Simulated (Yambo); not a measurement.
One stored BSE kernel of dimension 648 for BeSe (zinc blende, space group F-43m, No. 216) (Yambo, PBEsol bands; 6×6×6 mesh, 3 valence and 1 conduction bands, static screening with 21 bands and a 4 Ry block, scissor 1.94 eV, Tamm-Dancoff; broadening 0.15 eV; field along x), solved in several ways.

```csv
solver,iterations,largest change of Im ε (% of its maximum),rough time
"Haydock, threshold 2 %",4,120,within a factor of two
"Haydock, threshold 0.5 %",11,21,within a factor of two
"Haydock, threshold 0.1 %",19,4.6,within a factor of two
"Haydock, threshold 0.005 %",37,0.2,1
"SLEPc, lowest 10 states",–,no full spectrum,within a factor of two
"SLEPc, lowest 60 states",–,no full spectrum,within a factor of two
full diagonalisation,–,reference,about 2×
```

Haydock gives the spectrum without eigenstates, SLEPc the lowest states alone, full diagonalisation everything at a cost that grows as the cube of the dimension. Times include reading the kernel. Times are rough ratios from shared machines. Mesh and scissor weren't tested; the rows compare only with each other.

Spin-orbit coupling is not included.

Geometry relaxed with PBEsol; primitive cell a = b = c = 3.6276 Å, α = β = γ = 60.00°.
